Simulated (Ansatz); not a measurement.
Relaxed Mo2C (space group Pbcn):

```yaml
crystal:
  lattice:
    - [4.67985, 0.00000, 0.00000]
    - [0.00000, 5.97905, 0.00000]
    - [0.00000, 0.00000, 5.15003]
  atoms:
    - { symbol: Mo, position: [0.24551, 0.87756, 0.07966] }
    - { symbol: Mo, position: [0.75449, 0.12244, 0.92034] }
    - { symbol: Mo, position: [0.25449, 0.62244, 0.57966] }
    - { symbol: Mo, position: [0.74551, 0.37756, 0.42034] }
    - { symbol: Mo, position: [0.74551, 0.62244, 0.92034] }
    - { symbol: Mo, position: [0.25449, 0.37756, 0.07966] }
    - { symbol: Mo, position: [0.75449, 0.87756, 0.42034] }
    - { symbol: Mo, position: [0.24551, 0.12244, 0.57966] }
    - { symbol: C, position: [0.50000, 0.87729, 0.75000] }
    - { symbol: C, position: [0.50000, 0.12271, 0.25000] }
    - { symbol: C, position: [0.00000, 0.62271, 0.25000] }
    - { symbol: C, position: [0.00000, 0.37729, 0.75000] }
```

A phonon eigenvector at Γ is frozen into this cell: atom i moves by Q times the vector below, so Q is the largest atomic displacement, in Å. The cell is held.

```tsv
atom	x	y	z
Mo1	-0.008	0.002	0.035
Mo2	0.008	-0.002	-0.035
Mo3	-0.008	0.002	-0.035
Mo4	0.008	-0.002	0.035
Mo5	0.008	0.002	0.035
Mo6	-0.008	-0.002	-0.035
Mo7	0.008	0.002	-0.035
Mo8	-0.008	-0.002	0.035
C9	0.000	1.000	0.000
C10	0.000	-1.000	0.000
C11	0.000	1.000	0.000
C12	0.000	-1.000	0.000
```

The numbers are results of LDA (plane waves to 420 eV, PAW, scalar-relativistic; Ansatz, a first-principles code), not measurements. k mesh 8×7×7 (Γ-centred), Fermi-Dirac smearing 0.05 eV. Energies are smeared free energies. With partly filled bands, energies and forces of such displacements shift with the k mesh and the smearing. Mo2C is run without spin polarisation. Mo2C was relaxed with its symmetry unable to fall. The zero of ΔE is the undisplaced structure.

The scan covers Q from -0.280 to 0.280 Å in 13 points.

Q: Is the energy the same for equal positive and negative displacements?

A: Even: the same for both signs.

Q: Which space group does the distorted structure have?

A: P2/c (No. 13), lowered from Pbcn.

Q: What is the energy change at Q = 0.280 Å?

A: 3463 meV/cell.

Q: What harmonic wavenumber does the curvature at Q = 0 give?

A: 707 cm⁻¹.

(A displaced cell: forces are minus the slopes of the energy, force constants its curvatures, and phonons follow from these.)
